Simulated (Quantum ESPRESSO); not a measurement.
**An isovalent swap in MgS: field gradients**

Host, cell and atoms relaxed with PBE and no dispersion term (field gradients by the PAW reconstruction of the field gradient on a scalar-relativistic PBE ground state (a modified build of Quantum ESPRESSO, JTH datasets), 20 Ha, k-mesh 5×5×5 through Γ):

| site | site symmetry | Vzz (10²¹ V/m²) | η_Q | ∣C_Q∣ (MHz) |
|---|---|---|---|---|
| Mg (atoms 1, 3, 5, 7) | m-3m | 0 | – | 0 (²⁵Mg) |
| S (atoms 2, 4, 6, 8) | m-3m | 0 | – | 0 (³³S) |

Its cell: a = b = c = 5.235 Å, α = β = γ = 90.00°.

Changed cell (atom 2 is the new one; 20 Ha, k-mesh 5×5×5 through Γ):

```yaml
crystal:
  lattice:
    - [5.30895, 0.00000, 0.00000]
    - [0.00000, 5.30895, 0.00000]
    - [0.00000, 0.00000, 5.30895]
  atoms:
    - { symbol: Mg, position: [0.00000, 0.00000, 0.00000] }
    - { symbol: Se, position: [0.50000, 0.00000, 0.00000] }
    - { symbol: Mg, position: [0.00000, 0.50000, 0.50000] }
    - { symbol: S, position: [0.50000, 0.50000, 0.50000] }
    - { symbol: Mg, position: [0.50000, 0.00000, 0.50000] }
    - { symbol: S, position: [0.00000, 0.00000, 0.50000] }
    - { symbol: Mg, position: [0.50000, 0.50000, 0.00000] }
    - { symbol: S, position: [0.00000, 0.50000, 0.00000] }
```
The cell was made here from a computed Materials Project entry: one of 4 S replaced by Se, cell and atoms relaxed (PBE without dispersion, pw.x of Quantum ESPRESSO, symmetry kept). The parent is MgS in Fm-3m; whether this form has been observed was not checked. The swapped cell is a model, not a known phase. Stability against distortions was not tested.

Quadrupole moments taken as inputs (sizes, barn, from the tables of PySCF and pymatgen): ²⁵Mg 0.199, ³³S 0.0678.

Convention: |Vzz| is the largest principal value, η_Q = (Vxx − Vyy)/Vzz, |C_Q| = |eQVzz/h|. Cores are frozen. Mg had no test against all-electron runs.

### Question
What do the sites of the changed cell show?

### Answer
| site | distance to atom 2 (Å) | Vzz (10²¹ V/m²) | η_Q | ∣C_Q∣ (MHz) |
|---|---|---|---|---|
| Mg1 (atoms 1, 5, 7) | 2.65 | -0.32 | 0.00 | 1.53 |
| Se (atom 2) | – | 0 | – | – |
| Mg2 (atom 3) | 4.60 | 0 | – | 0 |
| S (atoms 4, 6, 8) | 3.75 | under 0.2 | – | under 0.32 |
The swap repeats in every cell, so this is an ordered compound and not a dilute impurity.
